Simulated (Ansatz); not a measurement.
# AlGa2As3: relaxed-ion elastic tensor

Computed with DFT PBE, scalar-relativistic, plane waves, PAW (Ansatz). Settings: 420 eV plane-wave cutoff, Γ-centred 10×10×10 mesh, fixed occupations. No spin polarisation.

Equilibrium structure at this level:
```
Al Ga As
1.0
    -2.03019    2.03019    8.60353
     2.03019   -2.03019    8.60353
     2.03019    2.03019   -8.60353
Al Ga As
1 2 3
Direct
  0.00000 0.00000 0.00000
  0.66657 0.66657 0.00000
  0.33343 0.33343 0.00000
  0.25000 0.75000 0.50000
  0.91723 0.41723 0.50000
  0.58277 0.08277 0.50000
```

The structure comes from a generated guess, relaxed at this level; another structure or a mixture of phases may lie lower.

Question: Give the relaxed-ion elastic constants (GPa, Voigt order xx yy zz yz xz xy, on the Cartesian axes of the cell above).

Answer:
C11 = 123.9, C12 = 21.0, C13 = 44.0, C22 = 123.9, C23 = 44.0, C33 = 100.6, C44 = 51.0, C55 = 51.0, C66 = 28.4 GPa; the others vanish.

Question: Is the crystal stable against homogeneous strain?

Answer: Yes: the least eigenvalue of the tensor is 28.4 GPa.

Question: And the moduli of a polycrystal (Hill averages)?

Answer: B = 63 GPa, G = 40 GPa, E = 100 GPa, ν = 0.24.
